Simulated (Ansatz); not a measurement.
## Kick test of a cell of Mg2Cd3Te5

The structure comes from a generated guess, relaxed at this level; another structure or a mixture of phases may lie lower.

Theory: DFT PBE, scalar-relativistic, plane waves, PAW (Ansatz 0.2.0). Plane waves to 420 eV, a k mesh through Γ of 8×8×8 on the computed 10-atom cell and Gaussian smearing (0.02 eV); no spin polarisation.

The cell below (10 atoms, space group I-4m2 (No. 119)) is relaxed within its symmetry.

```xyz
10
Lattice="-2.3277 2.3277 16.3883 2.3277 -2.3277 16.3883 2.3277 2.3277 -16.3883" Properties=species:S:1:pos:R:3 pbc="T T T"
Mg    0.0000    0.0000   19.6527
Mg    0.0000    0.0000   13.1239
Cd    0.0000    0.0000    6.5301
Cd    0.0000    0.0000   26.2465
Cd    0.0000    0.0000    0.0000
Te    2.3277    0.0000    8.1941
Te    0.0000    2.3277   11.5300
Te    2.3277    0.0000   14.7170
Te    2.3277    0.0000    1.6713
Te    0.0000    2.3277    4.8583
```

For the test it was strained at random (σ = 1.5 % a component), the atoms were moved at random (σ = 0.05 Å), and all was relaxed again on a coarse 4×4×4 mesh (in the run’s order of axes) with 0.10 eV smearing, with no symmetry imposed.

Spin–orbit coupling, which can matter for Te, is left out.

Task: What happens?

Result: It returns, within 1 meV/atom of the unmoved cell on that mesh and with the same symmetry when read at 0.1 Å. No instability shows in this cell; modes of other wave vectors, which need another repeat, aren't tested.
